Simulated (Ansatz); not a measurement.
Calculation for HfC (rocksalt type): DFT, PBE, all-electron PAW with datasets made for the crystal, scalar-relativistic (Ansatz 0.2.0). This run: the series' base cell.

The cell comes from a relaxation on PAW files under the same functional, begun from a prototype that needn't be the stable phase.

Command: `ansatz run input.yaml --threads 1 --pin off --max-ram 2048MiB --backend cpu --events-out ev --progress --plain --runs-dir out` It took 21 s on 1 thread of Intel(R) Xeon(R) Platinum 8259CL CPU @ 2.50GHz (Skylake/Cascade Lake) (shared host), peak memory 0.6 GiB.

```yaml
crystal:
  lattice:
    - [0.0, 2.3255627157, 2.3255627157]
    - [2.3255627157, 0.0, 2.3255627157]
    - [2.3255627157, 2.3255627157, 0.0]
  atoms:
    - { symbol: Hf, position: [0.0, 0.0, 0.0] }
    - { symbol: C, position: [0.5, 0.5, 0.5] }
kpoints:
  mp_grid: { grid: [15, 15, 15] }
scf:
  occupations: { method: fermi_dirac, width: 0.08 }
hamiltonian:
  xc: pbe
  pseudopotentials: { kind: all_electron, datasets: crystal }
output:
  forces: true
  stress: true
  eigenvalues: true
```

Output:

```
hamiltonian.pseudopotentials.datasets: crystal makes datasets for this crystal and solves the spheres of its atoms anew in each pass: cutoff 400.0 eV, the density's 1600.0 eV; for an error of 0.50 meV an atom under PBE, 1.0 meV for the cell; an energy difference from a run of another recipe may be off by several times the error for the cell, under r2SCAN by more, where some 0.1 meV an atom stays at smaller errors; C in spheres of 0.947 Å, 4 of its electrons in bands; Hf in spheres of 1.376 Å, 26 of its electrons in bands
Engine: ansatz 0.2.0
Pseudopotentials: kind: all_electron
Pseudopotential: Hf, paw, valence charge 26, recommended cutoff 400 eV (normal), crystal/all_electron/pbe/scalar/gaussian/Hf, Koelling and Harmon's equation, gaussian nucleus
Pseudopotential: C, paw, valence charge 4, recommended cutoff 400 eV (normal), crystal/all_electron/pbe/scalar/gaussian/C, Koelling and Harmon's equation, gaussian nucleus
Functional definition: PBE
  parameter kappa = 0.804
  parameter beta = 0.06672455060314922
  exchange = pbe_x(kappa = kappa, mu = beta*pi^2/3)
  correlation = pbe_c(beta = beta)
Crystal: 2 atoms, lattice volume = 25.154 Å³
Basis set: ecut = 400 eV, 459 PW (Γ), exchange–correlation on 48×48×48 points (8 copies of the dense FFT grid, shifted against one another)
Bands: 19, of which v1, the nominal top of the filled ones, is band 15 counted from 1 (14 counted from 0)
Symmetry: 48 space group operations
Space group: Fm-3m (ITA 225), of the structure as read, at distance tolerance 2.9e-5 Å
k-points: 120 of 3375
Non-local potential: Hf, projectors of the file, l = 0: 2, l = 1: 2, l = 2: 1, l = 3: 2
Non-local potential: C, projectors of the file, l = 0: 1, l = 1: 1
PAW form: soft (Blöchl's): semilocal exchange-correlation on the pseudo side does not see the compensation charge
PAW one-centre angular grid: Hf, 590 points (default); XC on its mesh's 1825 points in the sphere
PAW one-centre angular grid: C, 110 points (default); XC on its mesh's 1951 points in the sphere
Initial density: superposition of atomic densities (neutral atoms: chi_scale 0, normalization atom)
Initial wavefunctions: pseudopotential atomic-orbital guess
Functional: x = pbe(κ = 0.804, μ = 0.2195149727645171), c = pbe(β = 0.06672455060314922)
iter 1 solved again at ethr=3.00e-2 eV; its pass at ethr=1.00e-1 eV (dr2=9.00e0 eV) is discarded
SCF iter   1: F=—  HF=-411290.863865 eV  |F-HF|=—  |Δ(HF+E_count)|=         —  Δρ=1.51e-1  dr2=8.46e0  ethr=3.00e-2  ⟨swp⟩=2.0  Hψ=10604  notcnv=0
preconditioner: auto → Kerker (q_TF=auto, 2.810 Å⁻¹)  [metal: Δε(μ)=0.182 eV  Ē_g=17.683 eV  σ=0.080 eV  W_gap=0.43  n_scr=14 (ndim 8)  ℏωp=39.2 eV  f_vac=0.000  D(μ)=0.08/eV (n_scr^D=0)]
SCF iter   2: F=—  HF=-411289.189637 eV  |F-HF|=—  |Δ(HF+E_count)|=    1.67e0  Δρ=5.33e-2  dr2=1.09e0  ethr=2.82e-2  ⟨swp⟩=3.0  Hψ=5023  notcnv=0  defer=1
iter 3 solved again at ethr=2.08e-4 eV; its pass at ethr=3.64e-3 eV (dr2=6.25e-2 eV) is discarded
SCF iter   3: F=—  HF=-411288.922951 eV  |F-HF|=—  |Δ(HF+E_count)|=   2.67e-1  Δρ=2.01e-2  dr2=6.21e-2  ethr=2.08e-4  ⟨swp⟩=2.1  Hψ=10158  notcnv=0  defer=1
SCF iter   4: F=—  HF=-411288.941144 eV  |F-HF|=—  |Δ(HF+E_count)|=   1.82e-2  Δρ=9.58e-3  dr2=1.07e-2  ethr=2.07e-4  ⟨swp⟩=3.0  Hψ=5249  notcnv=0
SCF iter   5: F=—  HF=-411288.947203 eV  |F-HF|=—  |Δ(HF+E_count)|=   6.06e-3  Δρ=2.58e-3  dr2=8.80e-4  ethr=3.56e-5  ⟨swp⟩=3.0  Hψ=4310  notcnv=0
SCF iter   6: F=—  HF=-411288.947483 eV  |F-HF|=—  |Δ(HF+E_count)|=   2.81e-4  Δρ=1.03e-3  dr2=1.98e-4  ethr=2.93e-6  ⟨swp⟩=3.0  Hψ=5536  notcnv=0
SCF iter   7: F=—  HF=-411288.947479 eV  |F-HF|=—  |Δ(HF+E_count)|=   3.96e-6  Δρ=3.54e-4  dr2=3.19e-5  ethr=6.60e-7  ⟨swp⟩=2.6  Hψ=4893  notcnv=0
SCF iter   8: F=—  HF=-411288.947429 eV  |F-HF|=—  |Δ(HF+E_count)|=   5.07e-5  Δρ=8.75e-5  dr2=1.72e-6  ethr=1.06e-7  ⟨swp⟩=3.0  Hψ=4912  notcnv=0
SCF iter   9: F=—  HF=-411288.947429 eV  |F-HF|=—  |Δ(HF+E_count)|=   3.93e-7  Δρ=3.61e-5  dr2=2.76e-7  ethr=5.73e-9  ⟨swp⟩=2.7  Hψ=4180  notcnv=0
SCF iter  10: F=-411288.947429 eV  HF=-411288.947429 eV  |F-HF|=4.66e-9  |Δ(HF+E_count)|=   3.13e-8  Δρ=5.07e-6  dr2=6.32e-9  ethr=9.21e-10  ⟨swp⟩=3.0  Hψ=4466  notcnv=0
SCF 1 converged in 10 iterations: F = -411288.947430 eV  dr2 = 6.32e-9
  Residual-converged pass: ⟨swp⟩=3.1  Hψ=4420  notcnv=0  max |occ|·‖R‖ = 5.2e-6 eV (tolerance 5.3e-6 eV)  dr2=6.61e-9  dr2_onsite=4.98e-8  max |Δocc| = 1.0e-9
  greatest PAW one-centre occupation: 1.000 electrons in one spin orbital (limit 2), on the Hf atom at site 0 (counted from 0), in its partial waves of l = 3
SCF converged after 10 iterations
Free energy (F): -411288.947430 eV
Harris-Foulkes:  -411288.947430 eV  (|F-HF|=4.66e-9)
Internal energy: -411288.940813 eV  (E = F + TS)
E sigma→0 (E₀):  -411288.944121 eV
Entropy (-TS):   -0.006617 eV (-3.308 meV/atom)
Past the cutoff: the bands carry plane waves up to 1.75 times it, of which those up to 1.5 times it add -0.000438 eV an atom, each by itself; the spheres take 0.000251 eV an atom off the energy for waves past 1.75 times it
By the cutoff:   a pressure is off by up to 0.008 GPa (1.2 times the spheres' own share and the shells' term, over an atom's volume, and 0.004 GPa: a bound that held against runs at twice the plane waves)
Past the cutoffs: a stress includes 0.0015 GPa for waves and charges beyond them, in addition to the slope of what the spheres take
In the spheres:  the bands' charges fall short by 1.3e-6 e at most (sound up to 1e-3)
Fermi energy:    20.452303 eV
--- Per-component energies (eV) ---
  E_band       = 121.692048
  E_kinetic    = 314.206508
  E_local      = -3837.807662  (includes V_loc(G=0)·N_el)
  E_nonlocal   = -2187.785132
  E_hartree    = 2003.957636
  E_xc         = -126.604542
  E_vxc        = -164.960162  (∫ρ·V_xc dr)
  E_paw        = -419002.847110  (= ΣΔE_a)
  E_vpaw       = -14819.979282  (= ΣTr[D̂ρ^β])
  E_ewald      = -5262.166877
  E_smearing   = -0.006617  (= −TS)
  E_closure    = 16810.106367  (closes the sum)
  Σ components = -411288.947430   (vs F -411288.947430, Δ=0.00e0)
  The terms above E_closure are by the made datasets' own strengths, without shells solved beside the bands.
--- Forces (eV/Å), atoms counted from 1 ---
  atom   1  Hf    -0.00000000     0.00000000     0.00000000
  atom   2  C      0.00000000    -0.00000000     0.00000000
  max |Σ_I F_I| component: 4.50e-30 eV/Å
--- Stress (GPa, compression-positive) ---
        0.087511       0.000000      -0.000000
        0.000000       0.087511       0.000000
        0.000000       0.000000       0.087511
  P = ⅓ Tr σ = 0.0875 GPa (0.875 kbar)
--- Band table (eV; the first three rows and the last of 120) ---
  k-point 0: bands = ["-40.6678", "-9.1203", "-9.1203", "-9.1203", "8.1375", "9.3662", "9.3745", "9.3745", "9.3745", "9.4550", "9.4550", "9.4550", "21.5104", "21.5104", "21.5104", "21.8251", "21.8251"]
  k-point 1: bands = ["-40.6660", "-9.1515", "-9.1233", "-9.1233", "8.2458", "9.3678", "9.3771", "9.3771", "9.3771", "9.4526", "9.4526", "9.4551", "20.6730", "20.9295", "20.9295", "22.0727", "22.0727"]
  k-point 2: bands = ["-40.6611", "-9.2385", "-9.1318", "-9.1318", "8.5548", "9.3724", "9.3845", "9.3845", "9.3913", "9.4458", "9.4458", "9.4554", "19.5311", "20.0629", "20.0629", "22.4451", "22.4451"]
  k-point 119: bands = ["-40.6144", "-9.5500", "-9.5243", "-9.3541", "9.3532", "9.3964", "9.4037", "9.4064", "9.4231", "9.4306", "9.4315", "10.8642", "17.2519", "17.7182", "17.9344", "23.7633", "24.4607"]
```

Next run (volume at 0.9 of the series' base cell), as changes to the input before:

```diff
   lattice:
-    - [0.0, 2.3255627157, 2.3255627157]
-    - [2.3255627157, 0.0, 2.3255627157]
-    - [2.3255627157, 2.3255627157, 0.0]
+    - [0.0, 2.2453061152, 2.2453061152]
+    - [2.2453061152, 0.0, 2.2453061152]
+    - [2.2453061152, 2.2453061152, 0.0]
   atoms:
```

Results part of the output:

```
SCF 1 converged in 9 iterations: F = -411288.727817 eV  dr2 = 5.67e-8
  Residual-converged pass: ⟨swp⟩=3.5  Hψ=5022  notcnv=0  max |occ|·‖R‖ = 5.2e-6 eV (tolerance 5.3e-6 eV)  dr2=5.55e-8  dr2_onsite=3.82e-8  max |Δocc| = 8.1e-9
  greatest PAW one-centre occupation: 0.999 electrons in one spin orbital (limit 2), on the Hf atom at site 0 (counted from 0), in its partial waves of l = 0
SCF converged after 9 iterations
Free energy (F): -411288.727817 eV
Harris-Foulkes:  -411288.727817 eV  (|F-HF|=8.15e-10)
Internal energy: -411288.721730 eV  (E = F + TS)
E sigma→0 (E₀):  -411288.724774 eV
Entropy (-TS):   -0.006087 eV (-3.044 meV/atom)
Past the cutoff: the bands carry plane waves up to 1.75 times it, of which those up to 1.5 times it add -0.000385 eV an atom, each by itself; the spheres take 0.000205 eV an atom off the energy for waves past 1.75 times it
By the cutoff:   a pressure is off by up to 0.007 GPa (1.2 times the spheres' own share and the shells' term, over an atom's volume, and 0.004 GPa: a bound that held against runs at twice the plane waves)
Past the cutoffs: a stress includes 0.0021 GPa for waves and charges beyond them, in addition to the slope of what the spheres take
In the spheres:  the bands' charges fall short by 5.5e-7 e at most (sound up to 1e-3)
Fermi energy:    22.918829 eV
--- Per-component energies (eV) ---
  E_band       = 202.686825
  E_kinetic    = 337.433777
  E_local      = -3691.433081  (includes V_loc(G=0)·N_el)
  E_nonlocal   = -2054.448228
  E_hartree    = 1950.320504
  E_xc         = -134.633854
  E_vxc        = -175.468913  (∫ρ·V_xc dr)
  E_paw        = -418911.532079  (= ΣΔE_a)
  E_vpaw       = -14779.866131  (= ΣTr[D̂ρ^β])
  E_ewald      = -5450.258658
  E_smearing   = -0.006087  (= −TS)
  E_closure    = 16665.829889  (closes the sum)
  Σ components = -411288.727817   (vs F -411288.727817, Δ=0.00e0)
  The terms above E_closure are by the made datasets' own strengths, without shells solved beside the bands.
--- Forces (eV/Å), atoms counted from 1 ---
  atom   1  Hf    -0.00000000     0.00000000     0.00000000
  atom   2  C      0.00000000    -0.00000000    -0.00000000
  max |Σ_I F_I| component: 4.27e-30 eV/Å
--- Stress (GPa, compression-positive) ---
       30.405911       0.000000       0.000000
       -0.000000      30.405911      -0.000000
        0.000000      -0.000000      30.405911
  P = ⅓ Tr σ = 30.4059 GPa (304.059 kbar)
--- Band table (eV; the first three rows and the last of 120) ---
  k-point 0: bands = ["-37.8029", "-6.2224", "-6.2224", "-6.2224", "10.0551", "12.2561", "12.2561", "12.2561", "12.2624", "12.3818", "12.3818", "12.3818", "24.0470", "24.0470", "24.0470", "24.2759", "24.2759"]
  k-point 1: bands = ["-37.8000", "-6.2695", "-6.2266", "-6.2266", "10.1851", "12.2571", "12.2599", "12.2599", "12.2649", "12.3783", "12.3783", "12.3820", "23.1097", "23.3822", "23.3822", "24.5646", "24.5646"]
  k-point 2: bands = ["-37.7918", "-6.4003", "-6.2384", "-6.2384", "10.5580", "12.2621", "12.2707", "12.2707", "12.2728", "12.3687", "12.3687", "12.3824", "21.9067", "22.4183", "22.4183", "24.9810", "24.9810"]
  k-point 119: bands = ["-37.7136", "-6.8514", "-6.8143", "-6.5651", "12.1319", "12.2940", "12.3091", "12.3114", "12.3393", "12.3431", "12.3475", "13.1354", "19.4734", "20.1137", "20.2500", "26.4835", "27.2591"]
```

Next run (volume at 0.8 of the series' base cell), as changes to the input before:

```diff
   lattice:
-    - [0.0, 2.2453061152, 2.2453061152]
-    - [2.2453061152, 0.0, 2.2453061152]
-    - [2.2453061152, 2.2453061152, 0.0]
+    - [0.0, 2.1588611866, 2.1588611866]
+    - [2.1588611866, 0.0, 2.1588611866]
+    - [2.1588611866, 2.1588611866, 0.0]
   atoms:
```

Results part of the output:

```
SCF 1 converged in 9 iterations: F = -411287.888574 eV  dr2 = 2.59e-8
  Residual-converged pass: ⟨swp⟩=3.8  Hψ=5124  notcnv=0  max |occ|·‖R‖ = 5.2e-6 eV (tolerance 5.3e-6 eV)  dr2=2.57e-8  dr2_onsite=4.55e-9  max |Δocc| = 4.6e-10
  greatest PAW one-centre occupation: 0.998 electrons in one spin orbital (limit 2), on the Hf atom at site 0 (counted from 0), in its partial waves of l = 0
SCF converged after 9 iterations
Free energy (F): -411287.888574 eV
Harris-Foulkes:  -411287.888574 eV  (|F-HF|=8.73e-10)
Internal energy: -411287.883240 eV  (E = F + TS)
E sigma→0 (E₀):  -411287.885907 eV
Entropy (-TS):   -0.005333 eV (-2.667 meV/atom)
Past the cutoff: the bands carry plane waves up to 1.75 times it, of which those up to 1.5 times it add -0.000380 eV an atom, each by itself; the spheres take 0.000162 eV an atom off the energy for waves past 1.75 times it
By the cutoff:   a pressure is off by up to 0.007 GPa (1.2 times the spheres' own share and the shells' term, over an atom's volume, and 0.004 GPa: a bound that held against runs at twice the plane waves)
Past the cutoffs: a stress includes 0.0025 GPa for waves and charges beyond them, in addition to the slope of what the spheres take
In the spheres:  the bands' charges fall short by 3.4e-7 e at most (sound up to 1e-3)
Fermi energy:    26.008647 eV
--- Per-component energies (eV) ---
  E_band       = 300.647919
  E_kinetic    = 390.364935
  E_local      = -3692.198066  (includes V_loc(G=0)·N_el)
  E_nonlocal   = -1750.049191
  E_hartree    = 1951.806360
  E_xc         = -154.445000
  E_vxc        = -201.330045  (∫ρ·V_xc dr)
  E_paw        = -418689.536675  (= ΣΔE_a)
  E_vpaw       = -14674.419591  (= ΣTr[D̂ρ^β])
  E_ewald      = -5668.497433
  E_smearing   = -0.005333  (= −TS)
  E_closure    = 16324.671830  (closes the sum)
  Σ components = -411287.888574   (vs F -411287.888574, Δ=0.00e0)
  The terms above E_closure are by the made datasets' own strengths, without shells solved beside the bands.
--- Forces (eV/Å), atoms counted from 1 ---
  atom   1  Hf    -0.00000000    -0.00000000    -0.00000000
  atom   2  C      0.00000000    -0.00000000     0.00000000
  max |Σ_I F_I| component: 6.51e-30 eV/Å
--- Stress (GPa, compression-positive) ---
       80.845523       0.000000       0.000000
        0.000000      80.845523       0.000000
       -0.000000      -0.000000      80.845523
  P = ⅓ Tr σ = 80.8455 GPa (808.455 kbar)
--- Band table (eV; the first three rows and the last of 120) ---
  k-point 0: bands = ["-34.3823", "-2.7226", "-2.7226", "-2.7226", "12.5072", "15.7034", "15.7034", "15.7034", "15.7348", "15.9019", "15.9019", "15.9019", "27.1908", "27.1908", "27.1908", "27.2512", "27.2512"]
  k-point 1: bands = ["-34.3773", "-2.7960", "-2.7285", "-2.7285", "12.6670", "15.7031", "15.7088", "15.7088", "15.7382", "15.8967", "15.8967", "15.9021", "26.1017", "26.4042", "26.4042", "27.5997", "27.5997"]
  k-point 2: bands = ["-34.3631", "-2.9983", "-2.7451", "-2.7451", "13.1218", "15.7044", "15.7246", "15.7246", "15.7483", "15.8825", "15.8825", "15.9027", "24.8335", "25.3200", "25.3200", "28.0640", "28.0640"]
  k-point 119: bands = ["-34.2269", "-3.6655", "-3.6110", "-3.2385", "15.1981", "15.7640", "15.7960", "15.7972", "15.8360", "15.8404", "15.8603", "16.2375", "22.2224", "23.1481", "23.1722", "29.8175", "30.6797"]
```

Next run (volume at 0.4 of the series' base cell), as changes to the input before:

```diff
   lattice:
-    - [0.0, 2.1588611866, 2.1588611866]
-    - [2.1588611866, 0.0, 2.1588611866]
-    - [2.1588611866, 2.1588611866, 0.0]
+    - [0.0, 1.7134892593, 1.7134892593]
+    - [1.7134892593, 0.0, 1.7134892593]
+    - [1.7134892593, 1.7134892593, 0.0]
   atoms:
```

Results part of the output:

```
SCF 1 converged in 10 iterations: F = -411261.658325 eV  dr2 = 2.95e-9
  Residual-converged pass: ⟨swp⟩=3.8  Hψ=5750  notcnv=0  max |occ|·‖R‖ = 5.3e-6 eV (tolerance 5.3e-6 eV)  dr2=3.43e-9  dr2_onsite=1.85e-8  max |Δocc| = 2.0e-10
  greatest PAW one-centre occupation: 0.987 electrons in one spin orbital (limit 2), on the Hf atom at site 0 (counted from 0), in its partial waves of l = 3
SCF converged after 10 iterations
Free energy (F): -411261.658325 eV
Harris-Foulkes:  -411261.658325 eV  (|F-HF|=1.86e-9)
Internal energy: -411261.653293 eV  (E = F + TS)
E sigma→0 (E₀):  -411261.655809 eV
Entropy (-TS):   -0.005033 eV (-2.516 meV/atom)
Past the cutoff: the bands carry plane waves up to 1.75 times it, of which those up to 1.5 times it add -0.000699 eV an atom, each by itself; the spheres take 0.000152 eV an atom off the energy for waves past 1.75 times it
By the cutoff:   a pressure is off by up to 0.010 GPa (1.2 times the spheres' own share and the shells' term, over an atom's volume, and 0.004 GPa: a bound that held against runs at twice the plane waves)
Past the cutoffs: a stress includes 0.0072 GPa for waves and charges beyond them, in addition to the slope of what the spheres take
In the spheres:  the bands' charges fall short by 6.2e-7 e at most (sound up to 1e-3)
Fermi energy:    53.731832 eV
--- Per-component energies (eV) ---
  E_band       = 1074.184822
  E_kinetic    = 789.494893
  E_local      = -2441.481610  (includes V_loc(G=0)·N_el)
  E_nonlocal   = -1044.407126
  E_hartree    = 1754.827927
  E_xc         = -284.661861
  E_vxc        = -368.397671  (∫ρ·V_xc dr)
  E_paw        = -418280.943405  (= ΣΔE_a)
  E_vpaw       = -14758.060948  (= ΣTr[D̂ρ^β])
  E_ewald      = -7141.859237
  E_smearing   = -0.005033  (= −TS)
  E_closure    = 15387.377126  (closes the sum)
  Σ components = -411261.658325   (vs F -411261.658325, Δ=0.00e0)
  The terms above E_closure are by the made datasets' own strengths, without shells solved beside the bands.
--- Forces (eV/Å), atoms counted from 1 ---
  atom   1  Hf    -0.00000000    -0.00000000     0.00000000
  atom   2  C      0.00000000    -0.00000000    -0.00000000
  max |Σ_I F_I| component: 5.65e-30 eV/Å
--- Stress (GPa, compression-positive) ---
     1196.635363      -0.000000       0.000000
        0.000000    1196.635363      -0.000000
        0.000000       0.000000    1196.635363
  P = ⅓ Tr σ = 1196.6354 GPa (11966.354 kbar)
--- Band table (eV; the first three rows and the last of 120) ---
  k-point 0: bands = ["-9.8160", "24.9849", "24.9849", "24.9849", "37.9629", "41.5295", "41.5295", "41.5295", "41.9647", "43.0467", "43.0467", "43.0467", "51.4174", "51.4174", "51.4174", "54.7614", "54.7614", "54.7614"]
  k-point 1: bands = ["-9.7510", "24.3972", "24.9557", "24.9557", "38.4957", "41.5169", "41.5341", "41.5341", "41.9720", "43.0033", "43.0033", "43.0479", "50.8681", "51.4316", "51.4316", "53.4128", "53.4128", "55.1874"]
  k-point 2: bands = ["-9.5633", "22.9413", "24.8748", "24.8748", "39.6945", "41.4845", "41.5514", "41.5514", "42.0189", "42.8962", "42.8962", "43.0511", "49.9470", "50.1703", "50.1703", "53.3748", "53.3748", "55.9113"]
  k-point 119: bands = ["-7.4816", "18.6911", "18.9987", "21.2028", "39.5784", "41.5476", "42.2865", "42.3105", "42.5925", "42.6224", "42.9087", "43.1342", "46.4768", "50.0855", "51.3330", "58.7828", "59.8781", "68.0813"]
```

Spin–orbit coupling is left out, which matters for the heavy atoms. The structure type is held throughout; the real material can change phase at far lower pressure.
